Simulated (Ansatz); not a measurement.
HfO2 with fluorine replacing O: gradients before and after relaxing the atoms

Start: a supercell of HfO2 (baddeleyite type, P2_1/c) built from a Materials Project structure (computed, not necessarily an observed phase), with all atoms left at the host's positions.

```yaml
crystal:
  lattice:
    - [-0.87617, 5.15064, 5.20295]
    - [4.21801, 0.00000, 5.20295]
    - [5.09418, 5.15064, 0.00000]
  atoms:
    - { symbol: Hf, position: [0.44492, 0.26299, 0.01315] }
    - { symbol: Hf, position: [0.94492, 0.76299, 0.51315] }
    - { symbol: Hf, position: [0.51315, 0.27895, 0.44492] }
    - { symbol: Hf, position: [0.01315, 0.77895, 0.94492] }
    - { symbol: Hf, position: [0.05508, 0.23701, 0.48685] }
    - { symbol: Hf, position: [0.55508, 0.73701, 0.98685] }
    - { symbol: Hf, position: [0.98685, 0.22105, 0.05508] }
    - { symbol: Hf, position: [0.48685, 0.72105, 0.55508] }
    - { symbol: F, position: [0.63655, 0.34202, 0.10597] }
    - { symbol: O, position: [0.13655, 0.84202, 0.60597] }
    - { symbol: O, position: [0.10597, 0.41545, 0.13655] }
    - { symbol: O, position: [0.60597, 0.91545, 0.63655] }
    - { symbol: O, position: [0.86345, 0.15798, 0.39403] }
    - { symbol: O, position: [0.36345, 0.65798, 0.89403] }
    - { symbol: O, position: [0.39403, 0.08455, 0.36345] }
    - { symbol: O, position: [0.89403, 0.58455, 0.86345] }
    - { symbol: O, position: [0.30433, 0.04193, 0.02643] }
    - { symbol: O, position: [0.80433, 0.54193, 0.52643] }
    - { symbol: O, position: [0.02643, 0.12731, 0.80433] }
    - { symbol: O, position: [0.52643, 0.62731, 0.30433] }
    - { symbol: O, position: [0.19567, 0.45807, 0.47357] }
    - { symbol: O, position: [0.69567, 0.95807, 0.97357] }
    - { symbol: O, position: [0.47357, 0.37269, 0.69567] }
    - { symbol: O, position: [0.97357, 0.87269, 0.19567] }
```

Sites (sets of like atoms) are named by element and the number of their first atom in this list.

The numbers come from a DFT calculation in Ansatz (PBE, plane waves and PAW, scalar-relativistic, 420 eV cutoff, Γ-centred 3×3×3 k-points, Fermi–Dirac smearing 0.01 eV, cell charge +1).

The largest force at the start is 3.0 eV/Å. Relaxing the ions at fixed cell moves them by 0.173 Å at most (atom 23, O) and 0.079 Å rms.

```json
{"site": "Hf1", "atom": "1", "moved (Å)": "0.054", "first shell before": "6 O at 2.03–2.24 Å, 1 F at 2.13 Å", "first shell after": "6 O at 2.03–2.19 Å, 1 F at 2.16 Å", "V_zz before (10²¹ V/m²)": "19.99", "η before": "0.66"}
{"site": "Hf2", "atom": "2", "moved (Å)": "0.009", "first shell before": "7 O at 2.03–2.24 Å", "first shell after": "7 O at 2.04–2.24 Å", "V_zz before (10²¹ V/m²)": "12.21", "η before": "0.18"}
{"site": "Hf3", "atom": "3", "moved (Å)": "0.096", "first shell before": "6 O at 2.03–2.24 Å, 1 F at 2.15 Å", "first shell after": "6 O at 1.97–2.25 Å, 1 F at 2.31 Å", "V_zz before (10²¹ V/m²)": "23.3", "η before": "0.35"}
{"site": "Hf5", "atom": "5", "moved (Å)": "0.020", "first shell before": "7 O at 2.03–2.24 Å", "first shell after": "7 O at 2.04–2.23 Å", "V_zz before (10²¹ V/m²)": "12.31", "η before": "0.01"}
{"site": "Hf7", "atom": "7", "moved (Å)": "0.073", "first shell before": "6 O at 2.03–2.24 Å, 1 F at 2.23 Å", "first shell after": "6 O at 1.98–2.20 Å, 1 F at 2.24 Å", "V_zz before (10²¹ V/m²)": "26.5", "η before": "0.17"}
{"site": "Hf8", "atom": "8", "moved (Å)": "0.023", "first shell before": "7 O at 2.03–2.24 Å", "first shell after": "7 O at 2.03–2.24 Å", "V_zz before (10²¹ V/m²)": "11.30", "η before": "0.34"}
{"site": "F", "atom": "9", "moved (Å)": "0.102", "first shell before": "4 Hf at 2.13–2.24 Å", "first shell after": "4 Hf at 2.16–2.36 Å", "V_zz before (10²¹ V/m²)": "1.55", "η before": "0.81"}
{"site": "O11", "atom": "11", "moved (Å)": "0.024", "first shell before": "4 Hf at 2.13–2.24 Å", "first shell after": "4 Hf at 2.13–2.21 Å", "V_zz before (10²¹ V/m²)": "1.05", "η before": "0.64"}
{"site": "O14", "atom": "14", "moved (Å)": "0.085", "first shell before": "4 Hf at 2.13–2.24 Å", "first shell after": "4 Hf at 2.13–2.27 Å", "V_zz before (10²¹ V/m²)": "1.25", "η before": "0.84"}
{"site": "O16", "atom": "16", "moved (Å)": "0.026", "first shell before": "4 Hf at 2.13–2.24 Å", "first shell after": "4 Hf at 2.13–2.26 Å", "V_zz before (10²¹ V/m²)": "1.35", "η before": "0.28"}
{"site": "O17", "atom": "17", "moved (Å)": "0.073", "first shell before": "3 Hf at 2.03–2.13 Å", "first shell after": "3 Hf at 1.98–2.07 Å", "V_zz before (10²¹ V/m²)": "-1.94", "η before": "0.94"}
{"site": "O19", "atom": "19", "moved (Å)": "0.119", "first shell before": "3 Hf at 2.03–2.13 Å", "first shell after": "3 Hf at 2.04–2.14 Å", "V_zz before (10²¹ V/m²)": "0.97", "η before": "0.08"}
{"site": "O20", "atom": "20", "moved (Å)": "0.110", "first shell before": "3 Hf at 2.03–2.13 Å", "first shell after": "3 Hf at 2.04–2.12 Å", "V_zz before (10²¹ V/m²)": "-1.55", "η before": "0.93"}
{"site": "O22", "atom": "22", "moved (Å)": "0.116", "first shell before": "3 Hf at 2.03–2.13 Å", "first shell after": "3 Hf at 2.05–2.11 Å", "V_zz before (10²¹ V/m²)": "-1.55", "η before": "0.52"}
{"site": "O23", "atom": "23", "moved (Å)": "0.173", "first shell before": "3 Hf at 2.03–2.13 Å", "first shell after": "3 Hf at 1.97–2.17 Å", "V_zz before (10²¹ V/m²)": "-1.55", "η before": "0.85"}
{"site": "O24", "atom": "24", "moved (Å)": "0.074", "first shell before": "3 Hf at 2.03–2.13 Å", "first shell after": "3 Hf at 2.04–2.13 Å", "V_zz before (10²¹ V/m²)": "0.85", "η before": "0.52"}
```

**Question.** How do the gradients change?

**Answer.** 

```tsv
site	atom	V_zz after	η after	change of V_zz
Hf1	1	16.04	0.92	-3.95
Hf2	2	11.84	0.18	-0.37
Hf3	3	26.7	0.60	+3.46
Hf5	5	14.63	0.14	+2.32
Hf7	7	19.55	0.59	-6.93
Hf8	8	-12.83	0.97	–
F	9	2.60	0.77	+1.05
O11	11	-1.55	0.71	–
O14	14	-0.97	0.83	–
O16	16	-1.14	0.70	–
O17	17	-1.36	0.86	+0.58
O19	19	0.99	0.86	+0.02
O20	20	-2.09	0.49	-0.54
O22	22	1.49	0.63	–
O23	23	-1.42	0.81	+0.13
O24	24	-1.31	0.73	–
```

The largest change of V_zz along a kept axis is on Hf7, from 26.5 to 19.55. In per cent, |V_zz| changes by -26 to +19 on Hf, +68 on F, -30 to +34 on O (all sites that start above 0.5, bar those whose gradient vanishes or changes sign or whose main axis turns by over 40°). Where |V_zz| stays above 0.1 and the axes keep their order, η moves most on O19, from 0.08 to 0.86. On Hf2, O23 V_xx and V_yy change places (or their axes turn by over 50°), so the two values of η hide a larger change. On Hf8, O22, O16, O14, O11, O24, O10, O21 and 1 more site (not all in the table) the largest principal value lies along another axis in the second run, so the two V_zz can't be compared directly. The table leaves out 8 of the 24 sites, with |V_zz| up to 18.04; their tensors move by 4.10 at most along any direction. The statements above cover all sites. The host's own positions weren't relaxed first, so part of the change far from the defect can be the host's relaxation.

The defect repeats with the cell of 24 atoms, so it feels its images: sites between two images don't show the values beside a lone defect, and zeros or small values of η there can come from the images' arrangement. Hf and O carry a gradient in the pure host already, so the values there aren't the defect's effect alone. A uniform background compensates the cell's charge. Without spin–orbit coupling the gradients at and beside Hf can be off by some per cent, at some sites by more. The cell keeps the host's lattice, where the PBE pressure is 12 GPa (in a charged cell this depends on the convention for the mean potential).
Before: The neighbours have not yet relaxed around the defect (largest force 3.0 eV/Å), so the values at and beside it are those of a strained start, not of the defect in a real crystal.
